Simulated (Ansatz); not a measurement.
Relaxed-ion elastic tensor of Na (bcc (W type), Im-3m) in GPa (Voigt order), PBE in the plane-wave PAW code Ansatz; density 1.03 g/cm³, 36.97 Å³ per atom.

|  | 1 | 2 | 3 | 4 | 5 | 6 |
|---|---|---|---|---|---|---|
| 1 | 8.7 | 7.3 | 7.3 | 0.0 | 0.0 | 0.0 |
| 2 | 7.3 | 8.7 | 7.3 | 0.0 | 0.0 | 0.0 |
| 3 | 7.3 | 7.3 | 8.7 | 0.0 | 0.0 | 0.0 |
| 4 | 0.0 | 0.0 | 0.0 | 6.2 | 0.0 | 0.0 |
| 5 | 0.0 | 0.0 | 0.0 | 0.0 | 6.2 | 0.0 |
| 6 | 0.0 | 0.0 | 0.0 | 0.0 | 0.0 | 6.2 |

Problem. Is the crystal mechanically stable?

Solution. Yes: the smallest eigenvalue of C is 1.3 GPa.

Problem. Work out the Voigt, Reuss and Hill averages.

Solution. K_V = 7.8, K_R = 7.8, K_H = 7.8; G_V = 4.0, G_R = 1.4, G_H = 2.7 GPa.

Problem. Give Young's modulus, Poisson's ratio, Pugh's ratio and the universal anisotropy index.

Solution. E = 9KG/(3K + G) = 7.3 GPa; ν = 0.34; K/G = 2.87 (ductile by the Pugh limit of 1.75); A_U = 5G_V/G_R + K_V/K_R − 6 = 8.84.

Problem. Estimate the sound speeds and the Debye temperature.

Solution. v_l = √((K + 4G/3)/ρ) = 3320 m/s, v_t = √(G/ρ) = 1620 m/s, mean 1820 m/s; Θ = (h/k)(3n/4πV)^(1/3) v_m = 163 K.

Problem. Give the Zener ratio and Young's modulus along [100], [110] and [111].

Solution. A = 2C44/(C11 − C12) = 9.26; 1/E = S11 − 2(S11 − S12 − S44/2)Γ with Γ = 0, 1/4, 1/3 gives 1.9, 5.6, 14.7 GPa.

Problem. Solve the Christoffel equation for the three sound speeds along [100], [110], [111].

Solution. Eigenvalues of C_ijkl n_j n_l equal ρv². In km/s, slowest first: [100] 2.45, 2.45, 2.90; [110] 0.80, 2.45, 3.71; [111] 1.56, 1.56, 3.94.

Symmetry was held in the PBE relaxation. As this level gives no gap, shear constants depend on the k-mesh and smearing (Fermi–Dirac, 0.1 eV here).

Potentials: the earlier of the program's two PAW sets.
